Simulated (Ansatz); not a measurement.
**Computed properties of Ti₃AlC**

Ti3AlC:
```cif
data_CAlTi3
_chemical_formula_sum 'Ti3 Al1 C1'
_space_group_name_H-M_alt 'Pm-3m'
_space_group_IT_number 221
_space_group_name_Hall '-P 4 2 3'
_cell_length_a 4.10535
_cell_length_b 4.10535
_cell_length_c 4.10535
_cell_angle_alpha 90.000
_cell_angle_beta 90.000
_cell_angle_gamma 90.000
loop_
_atom_site_label
_atom_site_type_symbol
_atom_site_symmetry_multiplicity
_atom_site_Wyckoff_symbol
_atom_site_fract_x
_atom_site_fract_y
_atom_site_fract_z
_atom_site_occupancy
Ti1 Ti 3 c 0.00000 0.50000 0.50000 1
Al1 Al 1 a 0.00000 0.00000 0.00000 1
C1 C 1 b 0.50000 0.50000 0.50000 1
```

Space group Pm-3m (No. 221), anti-perovskite; conventional cell a = b = c = 4.105 Å, α = β = γ = 90.00°.

Method: plane-wave PAW LDA (Ansatz code). Structure relaxed to zero pressure with the same functional. Other levels are named where they apply.

Cell and energy:

Volume per atom: 13.84 Å³
Density: 4.38 g/cm³
Formation energy from the elements (no fitted shifts): -0.64 eV/atom

Electronic structure:

Electronic character: metallic (no gap)
Density of states at the Fermi level: 0.54 states/eV per atom (mean over ±0.08 eV)

Mechanics:

Bulk modulus (Birch–Murnaghan fit): 172 GPa
Pressure derivative B′: 4.0
Elastic constants (relaxed ions, GPa): C11 = 355, C12 = 80.9, C44 = 89.7
Mechanical stability: stable (all eigenvalues of C positive)
Hill bulk and shear moduli: 172 and 106 GPa
Young's modulus: 265 GPa
Poisson's ratio: 0.24
Debye temperature from the elastic constants: 678 K

Phonons:

* **Highest zone-centre frequency**: 724 cm⁻¹
* **Zone-centre stability**: no imaginary mode at Γ

The first step of the workflow began from a Materials Project structure, measured or hypothetical; the Crystallography Open Database copy checked does not list it. Its standing as an ambient phase is unchecked. The LDA relaxation kept the symmetry of its start. The run is not spin-polarised. As this level gives no gap, shear constants depend on the k-mesh and smearing (Fermi–Dirac, 0.1 eV here). As this level gives no gap, phonon frequencies hold no LO–TO term and depend on the k-mesh and smearing (Fermi–Dirac, 0.1 eV here). The references are the lowest solids computed at this level, not always the standard phases.

Potentials: the earlier of the program's two PAW sets.
